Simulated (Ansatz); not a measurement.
Density of states of a CaCd$_{3}$Pb$_{4}$F$_{16}$ cell (elements on a fluorite lattice, relaxed), per eV and atom, broadened by Gaussian smearing of width 0.1 eV and averaged over bins of 0.4 eV, from 8 eV under the Fermi level at most up to where the solved bands end.

Computed with Ansatz, DFT r2SCAN, scalar-relativistic, plane waves, PAW.

Settings: cutoff 500 eV, Γ-centred mesh 4×4×4 on the computed 24-atom cell, Gaussian smearing of 0.02 eV; no spin polarisation.

```yaml
crystal:
  lattice:
    - [-5.68290, 5.68244, -0.00006]
    - [-5.64702, 0.03582, 5.64701]
    - [0.00000, 5.68238, 5.68283]
  atoms:
    - { symbol: F, position: [0.88271, 0.85213, 0.38246] }
    - { symbol: F, position: [0.38314, 0.85225, 0.38243] }
    - { symbol: F, position: [0.86854, 0.39414, 0.36945] }
    - { symbol: F, position: [0.88163, 0.85613, 0.88117] }
    - { symbol: F, position: [0.36912, 0.39288, 0.36929] }
    - { symbol: F, position: [0.38290, 0.85265, 0.88207] }
    - { symbol: F, position: [0.86903, 0.39364, 0.86791] }
    - { symbol: F, position: [0.37000, 0.39342, 0.86806] }
    - { symbol: F, position: [0.63028, 0.60719, 0.13101] }
    - { symbol: F, position: [0.13201, 0.60744, 0.13085] }
    - { symbol: F, position: [0.61718, 0.14922, 0.11696] }
    - { symbol: F, position: [0.63059, 0.60844, 0.63073] }
    - { symbol: F, position: [0.11866, 0.14515, 0.11814] }
    - { symbol: F, position: [0.13147, 0.60791, 0.62976] }
    - { symbol: F, position: [0.61743, 0.14886, 0.61670] }
    - { symbol: F, position: [0.11756, 0.14874, 0.61674] }
    - { symbol: Ca, position: [0.00021, 0.50065, 0.99963] }
    - { symbol: Cd, position: [0.50003, 0.50081, 0.99969] }
    - { symbol: Cd, position: [0.00017, 0.50053, 0.49965] }
    - { symbol: Cd, position: [0.50011, 0.50059, 0.49962] }
    - { symbol: Pb, position: [0.00011, 0.00076, 0.99952] }
    - { symbol: Pb, position: [0.50013, 0.00094, 0.99944] }
    - { symbol: Pb, position: [0.00024, 0.00046, 0.49957] }
    - { symbol: Pb, position: [0.50019, 0.00047, 0.49966] }
```

| E − E_F (eV) | total | F 2p | Cd 4d | Pb 6p | Cd 5s |
| --- | --- | --- | --- | --- | --- |
| -7.85 | 1.661 | 0.200 | 1.380 | 0.006 | 0.001 |
| -7.45 | 0.915 | 0.050 | 0.822 | 0.002 | 0.000 |
| -7.05 | 0.000 | 0.000 | 0.000 | 0.000 | 0.000 |
| -6.65 | 0.000 | 0.000 | 0.000 | 0.000 | 0.000 |
| -6.25 | 0.454 | 0.365 | 0.020 | 0.029 | 0.034 |
| -5.85 | 1.124 | 0.935 | 0.043 | 0.093 | 0.034 |
| -5.45 | 1.113 | 0.979 | 0.035 | 0.053 | 0.021 |
| -5.05 | 1.326 | 1.223 | 0.034 | 0.034 | 0.005 |
| -4.65 | 1.200 | 1.131 | 0.022 | 0.015 | 0.002 |
| -4.25 | 1.011 | 0.951 | 0.029 | 0.009 | 0.001 |
| -3.85 | 1.304 | 1.190 | 0.078 | 0.011 | 0.002 |
| -3.45 | 1.369 | 1.283 | 0.058 | 0.007 | 0.002 |
| -3.05 | 0.311 | 0.275 | 0.021 | 0.001 | 0.001 |
| -2.65 | 0.180 | 0.126 | 0.001 | 0.001 | 0.001 |
| -2.25 | 0.518 | 0.323 | 0.003 | 0.001 | 0.000 |
| -1.85 | 0.089 | 0.053 | 0.000 | 0.000 | 0.000 |
| -1.45 | 0.000 | 0.000 | 0.000 | 0.000 | 0.000 |
| -1.05 | 0.000 | 0.000 | 0.000 | 0.000 | 0.000 |
| -0.65 | 0.000 | 0.000 | 0.000 | 0.000 | 0.000 |
| -0.25 | 0.000 | 0.000 | 0.000 | 0.000 | 0.000 |
| 0.15 | 0.000 | 0.000 | 0.000 | 0.000 | 0.000 |
| 0.55 | 0.000 | 0.000 | 0.000 | 0.000 | 0.000 |
| 0.95 | 0.000 | 0.000 | 0.000 | 0.000 | 0.000 |
| 1.35 | 0.000 | 0.000 | 0.000 | 0.000 | 0.000 |
| 1.75 | 0.001 | 0.000 | 0.000 | 0.000 | 0.000 |
| 2.15 | 0.015 | 0.002 | 0.000 | 0.005 | 0.006 |
| 2.55 | 0.040 | 0.005 | 0.000 | 0.013 | 0.016 |
| 2.95 | 0.132 | 0.018 | 0.000 | 0.038 | 0.058 |
| 3.35 | 0.325 | 0.040 | 0.000 | 0.181 | 0.066 |
| 3.75 | 0.245 | 0.029 | 0.000 | 0.163 | 0.023 |
| 4.15 | 0.251 | 0.030 | 0.000 | 0.164 | 0.031 |
| 4.55 | 0.233 | 0.028 | 0.000 | 0.139 | 0.046 |
| 4.95 | 0.322 | 0.042 | 0.000 | 0.167 | 0.088 |

The columns after the total are the largest Löwdin projections on the valence shells of the potentials, so they needn't add up, and the weight of a shell that a potential lacks goes to other orbitals. The cell has a gap on the mesh of 4.05 eV.

Spin-orbit coupling is left out, which matters for the bands of heavy elements.

Cost: 2 runs of about 29 core-minutes in all (earlier runs that led there not counted), on Arm Neoverse V1 (shared hosts).